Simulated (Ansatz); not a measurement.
MgO:
```cif
data_MgO
_chemical_formula_sum 'Mg1 O1'
_space_group_name_H-M_alt 'P 1'
_space_group_IT_number 1
_cell_length_a 2.94201
_cell_length_b 2.94201
_cell_length_c 2.94201
_cell_angle_alpha 60.000
_cell_angle_beta 60.000
_cell_angle_gamma 60.000
loop_
_space_group_symop_operation_xyz
  'x, y, z'
loop_
_atom_site_label
_atom_site_type_symbol
_atom_site_fract_x
_atom_site_fract_y
_atom_site_fract_z
_atom_site_occupancy
Mg1 Mg 0.00000 0.00000 0.00000 1
O1 O 0.50000 0.50000 0.50000 1
```

Relaxed with LDA.

Problem. Give the optical modes at the zone centre with their infrared and Raman activity from DFPT, LDA in the plane-wave PAW code Ansatz.

Solution. Transverse frequencies, without the LO–TO term; a row sums one degenerate level.

```
ω (cm⁻¹)  degeneracy  IR ((D/Å)²/amu)  Raman (Å⁴/amu)  activity  symmetry
--------  ----------  ---------------  --------------  --------  --------
407                3            27.79               0        IR       T1u
```

Problem. How high does the top mode go among those that the LO–TO term moves?

Solution. 714 cm⁻¹ for q along x.

Space group Fm-3m (rock salt). Symmetry was held in the LDA relaxation; phonons on a q-mesh show no instability.

Potentials: the earlier of the program's two PAW sets.
